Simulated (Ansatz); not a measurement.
LiF:
Space group F-43m (No. 216); a = b = c = 4.312 Å, α = β = γ = 90.00°

```csv
atom,site,symmetry,x,y,z
F,4d,-43m,0.7500,0.7500,0.7500
Li,4a,-43m,0.0000,0.0000,0.0000
```
(The calculation used a cell of 2 atoms; values per cell refer to that cell.)

Relaxed with PBEsol.

Problem. Decompose the optical modes at the zone centre into irreducible representations, and say which are infrared and Raman allowed.

Solution. Point group -43m: Γ_opt = T2. Infrared: T2. Raman: T2.

Problem. Assign frequencies (DFPT, DFT-PBEsol in the program Ansatz with PAW potentials; without the LO–TO term).

Solution. T2 431 cm⁻¹.

The start of the workflow was typed in or built on a structure type; neither database checked (COD, Materials Project) lists it. It is not the phase usual at ambient conditions (space group No. 225). The PBEsol relaxation kept the symmetry of its start; phonons on a q-mesh show no instability.

Potentials: the later of the program's two PAW sets.
